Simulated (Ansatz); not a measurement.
Kick test of a cell of Zr2C

The structure comes from a generated guess, relaxed at this level; another structure or a mixture of phases may lie lower.

These are results of DFT PBE, scalar-relativistic, plane waves, PAW in Ansatz, not measurements. Settings: cutoff 420 eV, Γ-centred mesh 18×18×18 on the computed 3-atom cell, Gaussian smearing of 0.10 eV; no spin polarisation.

The cell below (3 atoms, space group R-3m (No. 166)) is relaxed within its symmetry.

```cif
data_structure
_symmetry_space_group_name_H-M 'P 1'
_symmetry_Int_Tables_number 1
_cell_length_a 5.7170
_cell_length_b 5.7170
_cell_length_c 5.7170
_cell_angle_alpha 33.921
_cell_angle_beta 33.921
_cell_angle_gamma 33.921
_cell_volume 51.86
loop_
_atom_site_label
_atom_site_type_symbol
_atom_site_fract_x
_atom_site_fract_y
_atom_site_fract_z
_atom_site_occupancy
Zr1 Zr 0.25557 0.25557 0.25557 1
Zr2 Zr 0.74443 0.74443 0.74443 1
C1 C 0.00000 0.00000 0.00000 1
```

For the test a repeat of it with 6 atoms (edges 3.34, 5.72, 5.78 Å) was strained at random (σ = 1.5 % a component), the atoms were moved at random (σ = 0.10 Å), and all was relaxed again on a coarse 6×6×4 mesh (in the run’s order of axes) with 0.20 eV smearing, with no symmetry imposed.

Q: Does it come back?

A: It returns, within 1 meV/atom of the unmoved cell on that mesh and with the same symmetry when read at 0.1 Å (C2/m at 0.01 Å, so small strains and shifts remain). So it is stable against the distortions that fit this cell and that this random move excites. Modes that don't fit the cell aren't tested.
